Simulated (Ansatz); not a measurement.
Fields on a plane of CdS (zinc blende)

```
CELL_PARAMETERS angstrom
      0.00000     2.91217     2.91217
      2.91217     0.00000     2.91217
      2.91217     2.91217     0.00000
ATOMIC_POSITIONS crystal
  S  0.75000 0.75000 0.75000
  Cd 0.00000 0.00000 0.00000
```

The slice is a {110} plane (indices of the conventional cell) through the point (0.750, 0.750, 0.750) (fractional), spanned by u = [100] and v = [1 -1 -1] in vectors of this cell: u (4.12 Å) and v (5.82 Å, at 90° to u). It covers one period; positions are fractions (u, v).

Atoms on it: S at (0.00, 0.00); Cd at (0.50, 0.75).

Level of theory: PBEsol (plane waves to 420 eV, PAW, scalar-relativistic; Ansatz, a first-principles code). k mesh 10×10×10. Inside the PAW spheres the values are not all-electron values, and peaks at nuclei hang on which shells count as valence. CdS was relaxed with its symmetry unable to fall.

```
|xxxxxxxx--==::..::==--xxxxxx|
|xxxxxx  ..  xxxxxx  ..  xxxx|
|xxxx..::  xxxxxxxxxx  ::..xx|
|==++++::xxxxxxxxxxxxxx::++++|
|%%##**..xxxxxxxxxxxxxx..**##|
|%%%%**::xxxxxxxxxxxxxx::**%%|
|%%%%##==  xxxxxxxxxx  ==##%%|
|%%%%##**::  xxxxxx  --**##%%|
|@@%%%%##**==::..::==**##%%%%|
|@@@@%%%%%%##******##%%%%%%@@|
|@@@@@@@@@@%%%%%%%%%%@@@@@@@@|
|%%@@@@@@@@@@@@@@@@@@@@@@@@@@|
|%%%%@@@@@@@@@@@@@@@@@@@@@@%%|
|%%%%@@@@@@@@@@@@@@@@@@@@@@%%|
|%%%%%%@@@@@@@@@@@@@@@@@@%%%%|
|==++##%%@@@@@@@@@@@@@@%%##++|
|xxxx..**%%@@@@@@@@@@%%**..xx|
|xxxxxx::##@@@@@@@@@@##::xxxx|
|xxxxxxxx++%%%%%%%%%%++xxxxxx|
|xxxxxxxx==**********==xxxxxx|
```
Scale: ten equal steps from -2.00 (start of ' ') to 6.75 (end of '@'), in the order ' .:-=+*#%@'. Values: electrostatic potential energy of an electron, from the cell's mean, in eV. The map has 14 points along u (two characters each, u = 0 at the left) and 20 along v (v = 0 in the bottom row). Points within 1 Å of a nucleus are blanked (x), as the pseudised field means little there. Values under -2 eV are set to -2. The zero, the cell's mean, hangs on the PAW cores.

```
|****+++++++***|
|****+*****+***|
|***+*#%%%#*+**|
|++++*%@@@%*+++|
|===+*%@@@%*+==|
|===+*%@@@%*+==|
|--==+#%%%#+==-|
|:--=++***++=--|
|::--==+++==--:|
|:::--=====--::|
|:::---------::|
|::::-------:::|
|----:::::::---|
|=----:::::----|
|===--:::::--==|
|+++=--:::--=++|
|**++=--:--=++*|
|***++=---=++**|
|****+==-==+***|
| ***++===++***|
```
Scale: ten equal steps from -3.00 (start of ' ') to 1.42 (end of '@'), in the order ' .:-=+*#%@'. Values: log₁₀ of the valence density in e/Å³. The map has 14 points along u (one character each, u = 0 at the left) and 20 along v (v = 0 in the bottom row). The scale is logarithmic, as a density can span decades between atoms and voids; values under 0.001 e/Å³ are set to 0.001.
